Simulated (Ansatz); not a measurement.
The relaxed structure here is a generated cell of TaRu: the first start was made by placing the elements on the sites of a structure type, and the end was not matched to a known phase here, so it may be hypothetical.

A relaxed cell of TaRu (P6₃/mmc (No. 194)), relaxed on a k-mesh at least as fine as the one used below. Method: PBEsol (plane waves to 420 eV, PAW, scalar-relativistic; Ansatz, a quantum-chemistry and plane-wave program). Γ-centred k-mesh 13×13×2 on the run's cell (coarser than for final values), Fermi–Dirac smearing 0.05 eV.

```xyz
8
Lattice="2.8577 0.0000 0.0000 -1.4289 2.4749 0.0000 0.0000 0.0000 17.5017" Properties=species:S:1:pos:R:3 pbc="T T T"
Ta     1.4289     0.8250     6.5631
Ta     1.4289     0.8250    15.3140
Ta     0.0000     1.6499     2.1877
Ta     0.0000     1.6499    10.9385
Ru     0.0000     0.0000     0.0000
Ru     0.0000     0.0000     8.7508
Ru     0.0000     0.0000     4.3754
Ru     0.0000     0.0000    13.1262
```

Every atom was then displaced, and the forces became (eV/Å):

```csv
atom,Fx,Fy,Fz
Ta1,0.05,0.04,-0.06
Ta2,-0.50,0.25,-1.22
Ta3,0.05,0.37,0.56
Ta4,0.16,-0.06,-0.99
Ru5,0.37,-0.55,0.06
Ru6,-0.19,0.06,0.52
Ru7,-0.01,0.01,-0.30
Ru8,0.06,-0.12,1.43
```

Question: Which atom was moved farthest relative to the others, and in which direction?

Answer: Ru5, by (-0.13, 0.24, 0.03) Å (0.28 Å, mean shift removed); the next is Ta2 with 0.16 Å. Its force makes an angle of 168° with its move.

All displacements (Å):

```tsv
atom	ux	uy	uz
Ta1	-0.043	-0.060	-0.005
Ta2	0.073	-0.162	0.056
Ta3	0.035	-0.150	0.000
Ta4	-0.160	-0.049	0.017
Ru5	-0.149	0.191	0.020
Ru6	0.108	-0.083	-0.051
Ru7	0.024	-0.104	0.018
Ru8	-0.043	-0.008	-0.110
```

Question: Estimate the energy cost of the displacement in the harmonic approximation and compare with the calculation.

Answer: For a harmonic well ΔE = −½ Σ F·u = 0.309 eV a cell, or 39 meV/atom. The calculated energy relative to the undisplaced cell is +0.03 eV/atom, so the harmonic estimate holds well.

The undisplaced cell is probably no minimum: from this displacement the run went on to P4/mmm (No. 123), 0.29 eV/atom below it.

No spin polarisation in the result.
